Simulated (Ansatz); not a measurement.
Ansatz input

```yaml
crystal:
  lattice:
    - [-1.7430815974, 1.7430815974, 1.7430815974]
    - [1.7430815974, -1.7430815974, 1.7430815974]
    - [1.7430815974, 1.7430815974, -1.7430815974]
  atoms:
    - { symbol: Se, position: [0.0, 0.0, 0.0] }
hamiltonian:
  xc: lda
  pseudopotentials:
    kind: paw
    azcp:
      Se: "pseudopotentials/Se.paw.azcp"
basis:
  ecutwfc: 420
  fft_grid_basis: typed
kpoints:
  mp_grid: { grid: [15, 15, 15], shift: [0, 0, 0] }
magnetization:
  spin_polarized: false
scf:
  occupations: { method: fermi_dirac, width: 0.1 }
  lower_state_search: "off"
output:
  stress: true
```

and its output:

```
Warning: the record states the generating functional pbe (its physics header spells it `PBE`), which answers neither for hamiltonian.xc's functional nor for the lda family's — results may be inconsistent (PPs are generated against a specific XC)
Engine: ansatz 0.2.0, x86_64-unknown-linux-gnu
Pseudopotentials: kind: paw
Pseudopotential: Se, paw, valence charge 16, recommended cutoff 420 eV (normal) 
Functional definition: SPW92
  exchange = slater_x
  correlation = pw_c
Crystal: 1 atoms, lattice volume = 21.184 Å³
Basis set: ecut = 420 eV, 381 PW (Γ)
Bands: 12, of which v1, the nominal top of the filled ones, is band 8 counted from 1 (7 counted from 0)
Symmetry: 48 space group operations
Space group: Im-3m (ITA 229), of the structure as read, at distance tolerance 2.8e-5 Å
k-points: 120 of 3375
Non-local potential: Se, projectors of the file, l = 0: 2, l = 1: 2, l = 2: 3, l = 3: 1
PAW form: soft (Blöchl's): semilocal exchange-correlation on the pseudo side does not see the compensation charge
PAW frozen core: Se, regenerated for the run's functional, and the local potential with it (the file was generated under x = pbe(κ = 0.804, μ = 0.2195149727645171), c = pbe(β = 0.06672455060314922))
PAW one-centre angular grid: Se, 590 points (default); XC on 64 Gauss nodes
Initial density: superposition of atomic densities (neutral atoms: chi_scale 0, normalization atom), corrected by the library's trained network
Initial wavefunctions: pseudopotential atomic-orbital guess
Functional: x = slater, c = lda
SCF iter   1: F=—  HF=-5382.763138 eV  |F-HF|=—  |Δ(HF+E_count)|=         —  Δρ=4.77e-3  dr2=2.48e-3  ethr=1.77e-3  ⟨swp⟩=5.1  Hψ=8530  notcnv=0
SCF iter   2: F=—  HF=-5382.762401 eV  |F-HF|=—  |Δ(HF+E_count)|=   7.37e-4  Δρ=2.58e-3  dr2=8.07e-4  ethr=1.55e-5  ⟨swp⟩=1.0  Hψ=2423  notcnv=0
SCF iter   3: F=—  HF=-5382.762070 eV  |F-HF|=—  |Δ(HF+E_count)|=   3.31e-4  Δρ=4.29e-4  dr2=4.32e-5  ethr=5.04e-6  ⟨swp⟩=2.8  Hψ=2472  notcnv=0
SCF iter   4: F=—  HF=-5382.762074 eV  |F-HF|=—  |Δ(HF+E_count)|=   4.58e-6  Δρ=2.41e-4  dr2=1.04e-5  ethr=2.70e-7  ⟨swp⟩=2.0  Hψ=2435  notcnv=0
SCF iter   5: F=—  HF=-5382.762041 eV  |F-HF|=—  |Δ(HF+E_count)|=   3.29e-5  Δρ=6.22e-5  dr2=2.94e-7  ethr=6.52e-8  ⟨swp⟩=2.0  Hψ=2410  notcnv=0
SCF iter   6: F=-5382.762041 eV  HF=-5382.762041 eV  |F-HF|=2.28e-8  |Δ(HF+E_count)|=   1.88e-7  Δρ=7.08e-6  dr2=1.33e-8  ethr=6.25e-10  ⟨swp⟩=4.3  Hψ=4893  notcnv=0
SCF 1 converged in 6 iterations: F = -5382.762041 eV  dr2 = 1.33e-8
SCF converged after 6 iterations
Free energy (F): -5382.762041 eV
Harris-Foulkes:  -5382.762041 eV  (|F-HF|=2.28e-8)
Internal energy: -5382.732127 eV  (E = F + TS)
E sigma→0 (E₀):  -5382.747084 eV
Entropy (-TS):   -0.029914 eV (-29.914 meV/atom)
Fermi energy:    10.098477 eV
--- Per-component energies (eV) ---
  E_band       = -359.995665
  E_kinetic    = 116.538252
  E_local      = -2115.587370  (includes V_loc(G=0)·N_el)
  E_nonlocal   = -587.432846
  E_hartree    = 1056.216137
  E_xc         = -102.576876
  E_vxc        = -97.139676  (∫ρ·V_xc dr)
  E_paw        = -1828.022438  (= ΣΔE_a)
  E_vpaw       = 211.199819  (= ΣTr[D̂ρ^β])
  E_aug_tail   = -0.000598  (compensation charges beyond the density's cutoff)
  E_ewald      = -1924.083749
  E_core_change = 2.217362  (= ΣΔE_core)
  E_smearing   = -0.029914  (= −TS)
  E_closure    = 0.000000  (closes the sum)
  Σ components = -5382.762041   (vs F -5382.762041, Δ=0.00e0)
--- Stress (GPa, compression-positive) ---
       -7.593121       0.000000       0.000000
       -0.000000      -7.593121       0.000000
        0.000000      -0.000000      -7.593121
  P = ⅓ Tr σ = -7.5931 GPa (-75.931 kbar)
```
